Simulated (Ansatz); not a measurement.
CaO2:
```
CELL_PARAMETERS angstrom
     -1.62328     1.62328     3.37932
      1.62328    -1.62328     3.37932
      1.62328     1.62328    -3.37932
ATOMIC_POSITIONS crystal
  Ca 0.50000 0.50000 0.00000
  O  0.88984 0.88984 0.00000
  O  0.11016 0.11016 0.00000
```

Relaxed with PBEsol. Independent-particle spectrum: no excitons, no local fields, no scissors shift; 0.1 eV broadening; ε₁ of the summed bands alone.

### Question
Tabulate the dielectric function from the program Ansatz at the PBEsol level (PAW).

### Answer


```tsv
E (eV)	ε₁ xx	ε₂ xx	ε₁ zz	ε₂ zz
0.0	3.39	0.00	4.09	0.00
0.5	3.40	0.00	4.11	0.00
1.0	3.43	0.00	4.15	0.00
1.5	3.48	0.00	4.24	0.00
2.0	3.56	0.00	4.37	0.00
2.5	3.70	0.00	4.60	0.00
3.0	4.07	0.01	5.04	0.00
3.5	3.65	0.71	6.16	0.77
4.0	3.71	0.22	6.02	2.68
4.5	4.10	0.17	2.57	2.86
5.0	4.40	0.23	2.80	0.77
5.5	5.16	0.19	3.75	0.21
6.0	7.80	1.75	4.61	0.07
6.5	5.82	3.26	5.72	0.17
7.0	5.70	7.61	6.58	1.68
7.5	1.03	4.75	7.07	1.65
8.0	2.44	4.27	10.00	2.24
8.5	0.06	2.86	11.85	9.12
9.0	0.61	1.82	1.19	23.52
9.5	1.50	1.22	-5.61	7.91
10.0	2.28	1.30	-4.54	4.27
10.5	2.77	1.98	-2.78	2.44
11.0	2.98	2.69	-1.84	1.64
11.5	2.04	4.11	-0.79	1.03
12.0	0.30	4.53	-0.66	1.95
```

### Question
From ε at 4.5 eV (xx: 4.10 + 0.17i), find n, k, the normal reflectivity and the absorption coefficient.

### Answer
n = 2.03, k = 0.042, R = 12 %, α = 2kE/ħc = 19000 cm⁻¹.

With all bands, ε∞ without local fields is 3.56 (xx = yy), 4.25 (zz). DFPT, with local fields, gives 3.44 (xx = yy), 3.55 (zz).

Space group I4/mmm. The first step of the workflow began from a Materials Project structure, measured or hypothetical; the Crystallography Open Database copy checked does not list it. Whether it is the stable phase at ambient conditions was not checked. Symmetry was held in the PBEsol relaxation. At this level the phase is dynamically unstable (imaginary phonons).

Potentials: the later of the program's two PAW sets.
